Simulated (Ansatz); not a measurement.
PbO2:
Space group P4₂/mnm (No. 136); a = 5.082 Å, b = 5.082 Å, c = 3.443 Å, α = 90.00°, β = 90.00°, γ = 90.00°

```json
[
 {"atom": "Pb", "site": "2a", "symmetry": "m.mm", "x": "0.0000", "y": "0.0000", "z": "0.0000"},
 {"atom": "O", "site": "4f", "symmetry": "m.2m", "x": "0.3081", "y": "0.3081", "z": "0.0000"}
]
```

Relaxed at zero pressure with the program Ansatz at the PBE level (PAW).

**Question.** The volume is lowered by 9 % and shape and atoms relax at that volume. What pressure results, and how do the axes share the change?

**Answer.** 13.2 GPa; a -4.3 %, b -4.3 %, c -0.7 %; the energy rises by 49 meV/atom.

**Question.** Give the new structure.

**Answer.** 
Space group P4₂/mnm (No. 136); a = b = 4.8640 Å, c = 3.4208 Å, α = β = γ = 90.00°

```tsv
atom	site	symmetry	x	y	z
Pb	2a	m.mm	0.0000	0.0000	0.0000
O	4f	m.2m	0.3070	0.3070	0.0000
```

The phase is kept; no other phase was compared at this pressure.

Space group P4_2/mnm (rutile). The PBE relaxation kept the symmetry of its start. Scalar-relativistic: spin–orbit coupling is off unless named, which matters more the heavier the elements.

Potentials: the later of the program's two PAW sets.
